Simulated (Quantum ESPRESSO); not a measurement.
Simulation results for Zr2TaO5F3 (made-up cell, one site empty)

Calculation on a made-up crystal cell, not a measurement: periodic Kohn-Sham density functional theory in plane waves with PseudoDojo standard norm-conserving scalar-relativistic pseudopotentials, each functional with its own files (v0.5 for PBE, v0.4.1 for LDA and PBEsol), no spin polarisation, no spin-orbit coupling, atoms not relaxed, stress positive in tension, energies less a fixed whole-eV offset for each atom's element; levels are Kohn-Sham levels at fractions of this cell's reciprocal vectors, counted from the reference band (half the neutral cell's valence electrons, rounded up) at Gamma; error bars cover cutoff and k-mesh only, not smearing or the files; each bar is the largest change over components, and at least 0.002 eV, 0.002 eV per angstrom or 0.02 GPa; added strain carries the atoms with the cell, and shear is the tensor component; no dispersion term; energies are for the whole cell, and the offsets were chosen from early runs and are not element reference energies. Program: Quantum ESPRESSO 7.5.

### Zr2TaO5F3 (made-up cell, one site empty)

Unstrained structure:
```xyz
11
Lattice="5.1753 0.0000 0.0000 0.0000 5.1753 0.0000 0.0000 0.0000 5.1753" Properties=species:S:1:pos:R:3 Zr2TaO5F3
Zr    -0.0940     0.1492     0.0037
Zr     0.0425     2.5087     2.5982
Ta     2.6013     2.6073     0.0190
O      1.3633     1.1796     1.1551
O      1.3410     1.3296     3.9883
O      1.4234     3.9624     1.2169
O      1.3434     3.8586     3.7507
F      3.9899     1.1898     1.3536
F      3.8578     1.2598     3.7779
F      3.8688     3.9018     1.2431
O      3.8712     3.9412     3.8573
```

Settings of this run: lattice type fluorite, empty site 3, functional pbe, cutoff 1143 eV, fermi dirac smearing 0.025 eV, scf tolerance 1e-07 eV, electrons removed 0, added strain kind biaxial xx and yy, added strain 0.0129, k mesh 4 x 4 x 4, shifted by half a step and structure shown before the added strain of 0.0129.

It finds free energy less offsets 15.45 eV; scf iterations 18; smearing term minus ts 0 eV; pressure -17.48 GPa; stress xx 22.26 GPa; stress yy 19.77 GPa; stress zz 10.42 GPa; stress yz 0.9978 GPa; stress xz -1.536 GPa; stress xy 2.921 GPa; reference band 44; error bar energy 0.002 eV; error bar stress 0.03413 GPa; error bar force 0.004792 eV/Å; error bar next band up 0.0023 eV; error bars from tighter rerun of a related cell.

Atoms:
```csv
atoms element,atom site,atom energy offset (eV)
Zr,1,-1377
Zr,2,-1377
Ta,4,-1770
O,5,-452
O,6,-452
O,7,-452
O,8,-452
F,9,-677
F,10,-677
F,11,-677
O,12,-452
```

Forces:
```csv
site,x (eV/Å),y (eV/Å),z (eV/Å)
1,5.565,-3.487,-2.272
2,5.308,3.225,2.497
4,-8.132,4.246,-2.327
5,-0.5198,2.741,0.571
6,-1.458,1.468,-0.3271
7,-0.3985,-3.552,-1.997
8,-0.7751,-2.361,1.368
9,-1.217,1.256,-0.4716
10,0.1572,0.6433,0.9561
11,0.6656,-1.406,0.03382
12,0.804,-2.773,1.969
```

Levels:
```csv
level k point,next band up (eV)
Gamma,0.7266
"(1/2,1/2,1/2)",0.8611
"(0.15,0,0)",0.7225
"(0,0.15,0)",0.735
"(0,0,0.15)",0.7825
```
